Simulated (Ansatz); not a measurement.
# MgVCuO₄: ²⁵Mg NMR of the central transition

Cell: a Materials Project structure (computed, not necessarily an observed phase).

Space group Cmcm (No. 63); a = 5.7961, b = 8.7824, c = 6.3399 Å.

```csv
site,Wyckoff,site symmetry,x,y,z
Mg,4a,2/m..,0.0000,0.0000,0.5000
V,4c,m2m,0.5000,0.1434,0.2500
Cu,4c,m2m,0.5000,0.8335,0.2500
O7,8g,..m,0.7531,0.0235,0.2500
O11,8f,m..,0.5000,0.2599,0.4711
```

One atom of each set is listed; the run and its k-mesh use a cell of 14 atoms with edges of 5.26, 5.26, 6.34 Å.

Method: Kohn–Sham DFT in Ansatz, PBE, plane waves and PAW, scalar-relativistic, 420 eV cutoff, Γ-centred 5×5×4 k-points, Fermi–Dirac smearing 0.02 eV.

²⁵Mg has I = 5/2 and Q = 199.4 mb (Pyykkö 2018); at 9.4 T its Larmor frequency is ν₀ = 24.5 MHz. Only the quadrupole interaction is simulated: positions count from each site's isotropic chemical shift, and J coupling is left out, as are shift anisotropy and dipolar coupling, which fast spinning averages.

(1) Give C_Q, η, the quadrupolar product P_Q = |C_Q|(1 + η²/3)^½, the second-order isotropic shift and the breadth of the pattern (fast magic-angle spinning) for each Mg site.

## Answers

(1) 

```tsv
site	first shell	C_Q (MHz)	η	P_Q (MHz)	δ_QIS (ppm)	breadth (kHz)
Mg	6 O at 2.12–2.15 Å	-1.68	0.39	1.72	-29.5	1.67
```

δ_QIS = −(ν_Q²/30ν₀²)[I(I+1) − 3/4](1 + η²/3) × 10⁶ ppm with ν_Q = 3|C_Q|/[2I(2I−1)]; it falls as 1/B₀² in ppm, and the breadth as 1/B₀ in kHz.

The largest force is 0.8 eV/Å, so the atoms aren't at the calculated equilibrium and relaxing them would move these values.

Hardware: 1 thread of Arm Neoverse V1 (aarch64; 8 cores open to the job, memory cap 2.5 GiB, no GPU), a shared host with a load of 0.8 a core. Wall time 36 s, CPU time 36 s, peak memory 0.64 GiB.
